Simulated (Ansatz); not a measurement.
Clean, relaxed (100) surface of Ta, space group Im-3m (No. 229) (top face towards +c; atoms held fixed, by place in the list: 1, 2):

```
Ta
1.0
     3.28052    0.00000    0.00000
     0.00000    3.28052    0.00000
     0.00000    0.00000   23.56104
Ta
5
Cartesian
  1.6403 1.6403 8.5000
  0.0000 0.0000 10.1403
  1.6403 1.6403 11.7872
  0.0000 0.0000 13.4537
  1.6403 1.6403 14.8640
```

These are results of DFT PBEsol, scalar-relativistic, plane waves, PAW in Ansatz, not measurements. Plane waves to 420 eV, a k mesh through Γ of 9×9×1 on the computed 5-atom cell and Gaussian smearing (0.10 eV); no spin polarisation. A dipole correction removes the field between periodic images along c.

N₂ is adsorbed on the top face, one adsorbate per 10.8 Å², and relaxed from 3 starting sites (fractions of a and b). E_ads counts from the clean slab and the free adsorbate (spin-polarised where it has unpaired electrons); negative means bound. Heights count from the highest slab atom after relaxation. Δφ is the top face's. Δp counts per cell along +c. Bonded neighbours lie within 1.25 times the sum of covalent radii (1.35 for H) and, on that scale, within 12 % of the closest. With the adsorbate the cell is lengthened along c to keep the vacuum.

| start | ends at | E_ads (eV) | height (Å) | shortest contact | Δφ (eV) | Δp (e·Å) | whole? |
| --- | --- | --- | --- | --- | --- | --- | --- |
| top (Ta) at (0.50, 0.50) | (0.50, 0.50), 1 bonded neighbour (Ta) | -0.73 | 2.15 | N–Ta 2.15 Å | +1.36 | -0.079 | yes |
| bridge (Ta-Ta) at (0.00, 0.50) | (0.00, 0.50), 2 bonded neighbours (Ta) | -0.56 | 1.60 | N–Ta 2.29 Å | +1.49 | -0.090 | yes |
| hollow (over Ta) at (0.00, 0.00) | (0.00, 0.00), 1 bonded neighbour (Ta), largest slab move 0.6 Å | -0.48 | -0.19 | N–Ta 1.96 Å | +1.58 | -0.094 | yes |

Among the sites tried, the lowest end comes from the top (Ta) at (0.50, 0.50) start; other sites may lie lower.

Each end is the local minimum or symmetric point that its start leads to. The slab is only 6.6 Å thick, so the energies aren't converged with thickness.